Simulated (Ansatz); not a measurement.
## What DFT gives for CaMgI

```
Ca Mg I
1.0
     4.19701    0.00000    0.00000
     0.00000    4.19701    0.00000
     0.00000    0.00000    9.21775
Ca Mg I
2 2 2
Cartesian
  0.0000 2.0985 1.4748
  2.0985 0.0000 7.7429
  0.0000 0.0000 0.0000
  2.0985 2.0985 0.0000
  0.0000 2.0985 6.2220
  2.0985 0.0000 2.9958
```

The numbers come from plane-wave PAW DFT (Ansatz): r2SCAN, no spin polarisation, 500 eV, 8×8×4 Γ-centred k points, fermi-dirac occupations (width 0.1 eV). Nothing was relaxed.

What is the formation energy?

0.42 eV an atom against the elements' usual phases (free molecules for gases, crystals otherwise, with no correction for O₂ or N₂), so at this geometry it isn't bound against them. Relaxing would lower it.

Is the cell too large or too small?

The pressure is 15.6 GPa (compression positive), so with the atoms held at these fractions the cell would first expand; the forces are large, so a full relaxation may end otherwise. The principal stresses 14.4, 14.4, 17.9 GPa differ, so its shape would change too.

Which element gives electrons and which takes them?

Bader charges in e: Ca +0.95, Mg +0.64, I -0.79. In the mean Ca gives up most and I takes most. There are 4 density maxima away from the nuclei.

Metal or insulator?

It is a metal, with about 2.9 states/eV a cell as the mean within 0.25 eV of the Fermi level.

Where is the largest force?

The largest is on Ca1 (and as large on other atoms): 5.79 eV/Å, components (0.00, 0.00, 5.79). It makes 125° with the line to a nearest neighbour, Mg3 at 2.56 Å.

What do density and ELF say about some of the short contacts?

Ca–Mg at 2.56 Å: least valence density 0.17 e/Å³ and ELF 0.15 there. Mg–Mg at 2.97 Å: least valence density 0.21 e/Å³ and ELF 0.54 there. I–Ca at 3.33 Å: least valence density 0.10 e/Å³ and ELF 0.06 there. These are pseudo-fields; inside the PAW spheres they differ from the all-electron ones.

Origin: a known structure type with other elements, at an estimated volume, so it need not be a known compound. Caveats: atoms or cell far from equilibrium.

It took 110 s on 1 thread of Intel(R) Xeon(R) Platinum 8375C CPU @ 2.90GHz (Ice Lake), with other jobs on the host, peak memory 0.96 GiB, starting from a saved density. The time holds forces, stress, Bader, DOS, bands, ELF.
